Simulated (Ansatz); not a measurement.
Space group P-31m (No. 162). a = 4.721 Å, b = 4.721 Å, c = 4.356 Å, α = 90.00°, β = 90.00°, γ = 120.00°
| atom | site | symmetry | x | y | z |
| --- | --- | --- | --- | --- | --- |
| Cr | 6k | ..m | 0.3262 | 0.0000 | 0.2534 |
| N | 2d | 3.2 | 0.3333 | 0.6667 | 0.5000 |
| N | 1a | -3.m | 0.0000 | 0.0000 | 0.0000 |

Equation of state of this Cr₂N structure (not necessarily the ground state), with shape and atoms relaxed at each volume where symmetry leaves them free. It has no gap at any of these volumes. The calculation used Ansatz, DFT PBEsol, scalar-relativistic, plane waves, PAW.

Plane waves to 420 eV, a k mesh through Γ of 12×12×8 on the computed 9-atom cell and Gaussian smearing (0.10 eV); no spin polarisation.

```csv
V (Å³/atom),E − E(largest V) (meV/atom),P (GPa)
8.219,90.39,53.69
8.499,11.69,36.79
8.779,-39.72,22.46
9.059,-68.02,10.30
9.339,-76.72,0.00
9.620,-68.86,-8.68
9.900,-47.02,-15.99
10.273,0.00,-23.91
```

**Question.** Fit a third-order Birch–Murnaghan equation to E(V).

**Answer.** V0 = 9.34 Å³/atom, B0 = 314 GPa, B0' = 4.6.

Spin polarisation was left out, and a magnetic state may lie lower.

Cost: 8 runs of about 29 core-minutes in all, on Intel Xeon Platinum 8259CL (Skylake/Cascade Lake) (shared hosts).